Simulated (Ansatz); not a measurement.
MgAl2C2:
```
CELL_PARAMETERS angstrom
      3.37262     0.00000     0.00000
     -1.68631     2.92078     0.00000
      0.00000     0.00000     5.78477
ATOMIC_POSITIONS crystal
  Mg 0.00000 0.00000 0.00000
  Al 0.66667 0.33333 0.35053
  Al 0.33333 0.66667 0.64947
  C  0.33333 0.66667 0.27034
  C  0.66667 0.33333 0.72966
```

Relaxed with r²SCAN. Special points in fractions of this cell's reciprocal vectors: Γ (0.000, 0.000, 0.000); M (0.500, 0.000, 0.000); K (0.333, 0.333, 0.000); A (0.000, 0.000, 0.500); L (0.500, 0.000, 0.500); H (0.333, 0.333, 0.500).

### Question
List the band energies nearest the valence-band maximum at these points for r²SCAN in the plane-wave PAW code Ansatz.

### Answer
In eV from the valence-band maximum; about four levels below and three above (degenerate sets whole), none deeper than 8.9 eV; points with the same levels are listed once.

| k | below | above |
|---|---|---|
| Γ | -1.16 -1.16 -0.23 -0.23 -0.23 | 3.86 5.15 7.27 7.27 |
| M | -3.80 -2.70 -2.15 -1.09 | 2.44 4.92 5.36 |
| K | -4.92 -4.92 -3.46 -2.70 -2.70 | 2.93 6.49 6.49 |
| A | -0.98 -0.98 -0.45 -0.45 | 4.99 6.03 7.16 7.16 |
| L | -2.48 -2.00 -1.61 -1.47 | 2.26 4.11 4.67 |
| H | -5.38 -4.20 -1.17 -1.17 | 3.99 3.99 4.81 |

Space group P-3m1. The first step of the workflow began from a Materials Project structure, measured or hypothetical; the Crystallography Open Database copy checked does not list it. Whether it is the stable phase at ambient conditions was not checked. Symmetry was held in the r²SCAN relaxation; whether a distortion lowers the energy is not shown.

Potentials: the later of the program's two PAW sets.
